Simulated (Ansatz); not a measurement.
AlInN2:
```cif
data_Al4In4N8
_chemical_formula_sum 'Al4 In4 N8'
_space_group_name_H-M_alt 'I-42d'
_space_group_IT_number 122
_space_group_name_Hall 'I -4 2bw'
_cell_length_a 4.69835
_cell_length_b 4.69835
_cell_length_c 9.20590
_cell_angle_alpha 90.000
_cell_angle_beta 90.000
_cell_angle_gamma 90.000
loop_
_atom_site_label
_atom_site_type_symbol
_atom_site_symmetry_multiplicity
_atom_site_Wyckoff_symbol
_atom_site_fract_x
_atom_site_fract_y
_atom_site_fract_z
_atom_site_occupancy
Al1 Al 4 a 0.00000 0.00000 0.00000 1
In1 In 4 b 0.00000 0.00000 0.50000 1
N1 N 8 d 0.20278 0.25000 0.12500 1
```
(The calculation used a cell of 8 atoms; values per cell refer to that cell.)

Relaxed with PBEsol.

**Question.** Give the optical modes at the zone centre with their infrared activity from DFPT, DFT-PBEsol in the program Ansatz with PAW potentials.

**Answer.** Transverse frequencies, without the LO–TO term; a row sums one degenerate level.

```
ω (cm⁻¹)  degeneracy  IR ((D/Å)²/amu)     activity  symmetry
--------  ----------  ---------------  -----------  --------
146                2             0.06           IR         E
169                1             0.00  IR-inactive        B1
216                1             2.82           IR        B2
284                2             5.48           IR         E
395                2             1.40           IR         E
458                1             0.00  IR-inactive        B1
502                2            18.72           IR         E
523                1            35.67           IR        B2
559                1             0.00  IR-inactive        A2
577                2            71.46           IR         E
583                1             0.00  IR-inactive        A1
628                1             0.00  IR-inactive        B1
666                2            27.43           IR         E
678                1             0.00  IR-inactive        A2
692                1            22.09           IR        B2
```

The workflow started from a Materials Project entry (that database holds measured and hypothetical structures alike); the Crystallography Open Database copy checked does not list it. Whether it is the stable phase at ambient conditions was not checked. The cell was relaxed with PBEsol under the symmetry of its start; whether a distortion lowers the energy is not shown.

Potentials: the later of the program's two PAW sets.
